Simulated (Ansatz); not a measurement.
The relaxed structure here is a generated cell of BiB: the first start was made by placing the elements on the sites of a structure type, and the end was not matched to a known phase here, so it may be hypothetical.

A relaxed cell of BiB (P6₃/mmc (No. 194)), relaxed on a k-mesh at least as fine as the one used below. Level of theory: r2SCAN (plane waves to 500 eV, PAW, scalar-relativistic; Ansatz, a quantum-chemistry and plane-wave program). Γ-centred k-mesh 7×4×4 on the run's cell (coarser than for final values), Fermi–Dirac smearing 0.05 eV.

```
BiB
1.0
    3.74743     0.00000     0.00000
   -3.74743     6.49074     0.00000
    0.00000     0.00000     6.13844
B Bi
4 4
Direct
  0.00000   0.00000   0.00000
  0.00000   0.50000   0.00000
  0.00000   0.00000   0.50000
  0.00000   0.50000   0.50000
  0.33333   0.33333   0.25000
  0.33333   0.83333   0.25000
  0.66667   0.16667   0.75000
  0.66667   0.66667   0.75000
```

The atoms are displaced by (Å):

```csv
atom,ux,uy,uz
B1,0.076,0.060,-0.136
B2,-0.113,-0.190,0.053
B3,0.167,-0.066,0.084
B4,0.041,-0.105,0.007
Bi5,0.053,-0.005,0.035
Bi6,0.115,0.038,-0.119
Bi7,0.079,0.060,-0.119
Bi8,-0.022,0.093,-0.131
```

Task: What forces (eV/Å) and pressure result?

Result: 
```tsv
atom	Fx	Fy	Fz
B1	-0.05	-0.27	0.23
B2	0.24	0.75	0.05
B3	-0.05	0.26	-0.57
B4	0.07	0.65	-0.08
Bi5	-0.37	-0.11	-0.41
Bi6	-0.23	-0.16	-0.20
Bi7	0.11	-0.27	0.57
Bi8	0.28	-0.86	0.40
```

Pressure +1.3 GPa.

The undisplaced cell is probably no minimum: from this displacement the run went on to P4₂/mnm (No. 136), 0.47 eV/atom below it.

No spin polarisation in the result.
